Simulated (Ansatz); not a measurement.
Si$_{2}$W:
```
Si2W
1.0
    0.00000     2.92660     2.92660
    2.92660     0.00000     2.92660
    2.92660     2.92660     0.00000
W Si
1 2
Direct
  0.00000   0.00000   0.00000
  0.25000   0.25000   0.25000
  0.75000   0.75000   0.75000
```

Relaxed with r²SCAN. Special points in fractions of this cell's reciprocal vectors: Γ (0.000, 0.000, 0.000); X (0.500, 0.000, 0.500); U (0.625, 0.250, 0.625); K (0.375, 0.375, 0.750); L (0.500, 0.500, 0.500); W (0.500, 0.250, 0.750).

Problem. List the band energies nearest the Fermi level at these points for DFT-r²SCAN in the program Ansatz with PAW potentials.

Solution. In eV from the Fermi level; about four levels below and three above (degenerate sets whole), none deeper than 8.9 eV; points with the same levels are listed once.

```
k                                below                above
-  -----------------------------------  -------------------
Γ  -4.87 -4.87 -4.87 -2.13 -0.96 -0.96       4.06 4.06 4.06
X        -3.23 -3.23 -1.25 -1.19 -1.19       0.62 5.69 6.68
U              -4.16 -3.18 -1.91 -0.76       0.28 1.05 5.14
L              -0.41 -0.41 -0.19 -0.19  1.19 6.30 7.33 7.33
W              -5.55 -2.03 -2.03 -1.17  0.07 1.54 5.47 5.47
```

Space group Fm-3m (fluorite or antifluorite type). The cell is a constructed one: a structure type filled with these elements; neither database checked (COD, Materials Project) lists it. It is not the phase usual at ambient conditions (space group No. 139). Symmetry was held in the r²SCAN relaxation. At this level the phase is mechanically unstable. The run is not spin-polarised. Scalar-relativistic: spin–orbit coupling is off unless named, which matters more the heavier the elements.

Potentials: the later of the program's two PAW sets.
